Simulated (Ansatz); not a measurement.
Input and command of a plane-wave DFT calculation in Ansatz:

```yaml
crystal:
  lattice:
    - [3.177468881, 0.0, 0.0]
    - [0.0, 6.3549377619, 0.0]
    - [0.0, 0.0, 10.1124740363]
  atoms:
    - { symbol: Ca, position: [0.5, 0.25, 0.25] }
    - { symbol: Ca, position: [0.5, 0.25, 0.75] }
    - { symbol: Ca, position: [0.5, 0.75, 0.25] }
    - { symbol: Ca, position: [0.5, 0.75, 0.75] }
    - { symbol: Ti, position: [0.0, 0.0, 0.0] }
    - { symbol: Ti, position: [0.0, 0.0, 0.5] }
    - { symbol: Ti, position: [0.0, 0.5, 0.0] }
    - { symbol: Ti, position: [0.0, 0.5, 0.5] }
basis:
  ecutwfc: 420
kpoints:
  mp_grid: { grid: [8, 4, 4] }
hamiltonian:
  xc: pbe
scf:
  occupations: { method: gaussian, width: 0.1 }
output:
  forces: true
  stress: true
  eigenvalues: true
```

```bash
ansatz run input.yaml --threads 1 --pin off --max-ram 2560MiB --backend cpu --events-out ev --progress --plain --runs-dir out
```

Processor: Arm Neoverse V1, 1 thread, on a host shared with other jobs.

Q: Estimate time, memory and problem size.

A: About 30 s on 1 thread of Arm Neoverse V1 (shared host), peak memory 0.62 GiB. It solves 53 bands at 45 k points (the mesh reduced by the symmetry that the task leaves, which can be less than the crystal's) with about 3983 plane waves, in 7 SCF iterations.
